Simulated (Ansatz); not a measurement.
Relaxation of a relaxed MoS2 cell shaken by Gaussian noise of σ = 0.08 Å a coordinate; 12 atoms in the cell, which starts as P1 (No. 1), aP12; a = 3.2430 Å, b = 6.6521 Å, c = 8.5581 Å, α = β = γ = 90.00°. Calculation: PBEsol (plane waves to 420 eV, PAW, scalar-relativistic; Ansatz, a quantum-chemistry and plane-wave program). Γ-centred k-mesh 3×6×3 on the run's cell (coarser than for final values), Fermi–Dirac smearing 0.05 eV. This is the first round of the run. 

The optimiser's lines from the output (shortened; P is positive under compression):

```
relax step   1: F+E_penalty+E_count = -26672.10825910 eV  Δ(F+E_penalty+E_count) = +0.000e0 eV  max|allowed force component| = 5.096e0 eV/Å  Δτ_max = 0.0000 Å  P = +6.495 GPa  Ω = 184.626 Å³  (8 SCF iters, dr2 threshold 1.00e-7 eV, accepted)
relax step   2: F+E_penalty+E_count = -26673.77359832 eV  Δ(F+E_penalty+E_count) = -1.665e0 eV  max|allowed force component| = 8.462e-1 eV/Å  Δτ_max = 0.1934 Å  P = +3.796 GPa  Ω = 181.531 Å³  (7 SCF iters, dr2 threshold 1.20e-6 eV, accepted)
relax step   3: F+E_penalty+E_count = -26673.94928740 eV  Δ(F+E_penalty+E_count) = -1.757e-1 eV  max|allowed force component| = 1.005e-1 eV/Å  Δτ_max = 0.0843 Å  P = +0.009 GPa  Ω = 185.271 Å³  (6 SCF iters, dr2 threshold 1.20e-6 eV, accepted)
relax step   4: F+E_penalty+E_count = -26673.94633160 eV  Δ(F+E_penalty+E_count) = +2.956e-3 eV  max|allowed force component| = 1.491e-1 eV/Å  Δτ_max = 0.0395 Å  P = +0.173 GPa  Ω = 184.147 Å³  (6 SCF iters, dr2 threshold 1.20e-6 eV, rejected (line search))
relax step   5: F+E_penalty+E_count = -26673.95642395 eV  Δ(F+E_penalty+E_count) = -7.137e-3 eV  max|allowed force component| = 2.993e-2 eV/Å  Δτ_max = 0.0185 Å  P = -0.070 GPa  Ω = 184.986 Å³  (9 SCF iters, accepted)
relax step   6: F+E_penalty+E_count = -26673.95783394 eV  Δ(F+E_penalty+E_count) = -1.410e-3 eV  max|allowed force component| = 1.158e-2 eV/Å  Δτ_max = 0.0200 Å  P = -0.003 GPa  Ω = 185.033 Å³  (6 SCF iters, dr2 threshold 8.30e-8 eV, accepted)
relax step   7: F+E_penalty+E_count = -26673.95804111 eV  Δ(F+E_penalty+E_count) = -2.072e-4 eV  max|allowed force component| = 1.599e-3 eV/Å  Δτ_max = 0.0092 Å  P = -0.001 GPa  Ω = 185.060 Å³  (7 SCF iters, dr2 threshold 8.38e-9 eV, accepted)
relax step   8: F+E_penalty+E_count = -26673.95806643 eV  Δ(F+E_penalty+E_count) = -2.532e-5 eV  max|allowed force component| = 1.598e-3 eV/Å  Δτ_max = 0.0000 Å  P = -0.002 GPa  Ω = 185.060 Å³  stress off target by 5.52e-3 GPa  SCF on the basis re-selected at this cell (its energy is not comparable with the rows above)  (9 SCF iters)
```

From the first to the last row the energy changes by -0.15 eV/atom and the volume by +0.2 %. The last row is marked as not comparable with the walk above it, whose basis was carried along; it does compare with step 1, since both stand on a basis selected at the nominal cutoff for their own cell.

Step 4 was rejected by the optimiser.

Later rounds, restarted from the end of this one on a renewed k-mesh, logged 6 more steps and released under 0.01 eV/atom more. The final structure after all rounds: Pnma (No. 62), oP12; a = 6.6524 Å, b = 3.2429 Å, c = 8.5572 Å, α = β = γ = 90.00°. Between re-selections the logged energies stand on a plane-wave basis carried along with the cell. No spin polarisation in the result.

The relaxed structure here is a generated cell of MoS2: the first start was made by placing the elements on the sites of a structure type, and the end was not matched to a known phase here, so it may be hypothetical. Known forms of MoS2 include space group No. 160, 194.
